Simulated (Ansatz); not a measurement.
**Field gradients of Ag2Te9Pd14 from run to run**

Cell of run 1: a COD entry.

Space group I4/m (No. 87); a = 8.9599, c = 11.8220 Å.

| site | Wyckoff | site symmetry | x | y | z |
| --- | --- | --- | --- | --- | --- |
| Ag | 4e | 4.. | 0.0000 | 0.0000 | 0.6919 |
| Te3 | 2a | 4/m.. | 0.0000 | 0.0000 | 0.0000 |
| Te4 | 16i | 1 | 0.6262 | 0.1880 | 0.1480 |
| Pd12 | 16i | 1 | 0.5718 | 0.2790 | 0.3616 |
| Pd20 | 8h | m.. | 0.2051 | 0.9068 | 0.5000 |
| Pd24 | 4c | 2/m.. | 0.5000 | 0.0000 | 0.0000 |

One atom of each set is listed; the run and its k-mesh use a cell of 25 atoms with edges of 8.66, 8.66, 8.66 Å.

Relaxed positions (PBE, cell held):

Ag (0.0000, 0.0000, 0.6904)
Te3 (0.0000, 0.0000, 0.0000)
Te4 (0.6246, 0.1898, 0.1486)
Pd12 (0.5731, 0.2761, 0.3628)
Pd20 (0.2039, 0.9060, 0.5000)
Pd24 (0.5000, 0.0000, 0.0000)

All runs are DFT with Ansatz 0.2.0 (plane waves and PAW, scalar-relativistic unless spin–orbit coupling is named, Γ-centred meshes, Fermi–Dirac smearing where given) in this cell.

Run 1: PBE, atoms as given; 420 eV, 5×5×5 k-points, smearing 0.05 eV.
Run 2: PBE, atoms relaxed; 420 eV, 5×5×5 k-points, smearing 0.05 eV.
Run 3: r2SCAN, at the relaxed atoms; 500 eV, 5×5×5 k-points, smearing 0.05 eV.

```csv
run,Ag V_zz (η),Te3 V_zz (η),Te4 V_zz (η),Pd20 V_zz (η)
1,-5.45 (0.00),-4.65 (0.00),8.70 (0.88),-7.34 (0.18)
2,-5.35 (0.00),-4.82 (0.00),8.70 (0.88),-7.34 (0.19)
3,?,?,?,?
```

V_zz in 10²¹ V/m²; 4 of the 6 sets of like atoms are followed.

**Question.** Estimate the row of run 3.

**Answer.** Ag: -4.82 (0.00); Te3: -6.43 (0.00); Te4: 9.26 (0.76); Pd20: -6.97 (0.30). It lies nearest to run 2, from whose tensors on these sites it differs by 1.61 at most (largest principal value of the difference, on Te3). Taken one at a time, the functional (r2SCAN with its higher cutoff) moves the tensors on these sites by up to 1.61 (largest principal value of the change, on Te3), the positions of the atoms (as given or relaxed) by 0.65 (Te4).

Without spin–orbit coupling the gradients at and beside Te can be off by some per cent, at some sites by more. With these PAW files V_zz is typically within 2 to 3 % of all-electron values, but misses above 10 % occur on Pd. In runs 1, 2, 3 there is no gap above 0.1 eV, so the gradients can move by 10 % or more with the k-mesh. The cell isn't the equilibrium one in run 1 (calculated pressure 5 GPa), and the entry's cell may itself be off.
